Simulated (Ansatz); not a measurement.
One starting cell of La (a generated cell, La built in the AFLOW prototype A_oC4_63_c (A20)) was relaxed twice with Ansatz (plane waves, PAW, scalar-relativistic): with r2SCAN at 500 eV and with PBE at 420 eV. The r2SCAN result:

```
CELL_PARAMETERS angstrom
      3.81367     0.00000     0.00000
     -1.90683     3.30273     0.00000
      0.00000     0.00000     6.03266
ATOMIC_POSITIONS crystal
  La 0.66667 0.33333 0.75000
  La 0.33333 0.66667 0.25000
```

```json
[
 {"quantity": "space group", "r2SCAN": "P6₃/mmc", "PBE": "P6₃/mmc"},
 {"quantity": "volume (Å³/atom)", "r2SCAN": "37.99", "PBE": "___"},
 {"quantity": "a (Å)", "r2SCAN": "3.814", "PBE": "___"},
 {"quantity": "c (Å)", "r2SCAN": "6.033", "PBE": "___"},
 {"quantity": "gap (eV, no spin-orbit coupling)", "r2SCAN": "0.00", "PBE": "___"}
]
```

### Question
Fill in the PBE column.

### Answer

- volume (Å³/atom), PBE: 37.64
- a (Å), PBE: 3.770
- c (Å), PBE: 6.115
- gap (eV, no spin-orbit coupling), PBE: 0.00

Both levels end in the same structure; PBE's volume is 0.9 % smaller. Neither column is exact.

No spin polarisation in the result.

The run could not lose the symmetry of its start.

Ansatz is a first-principles code.
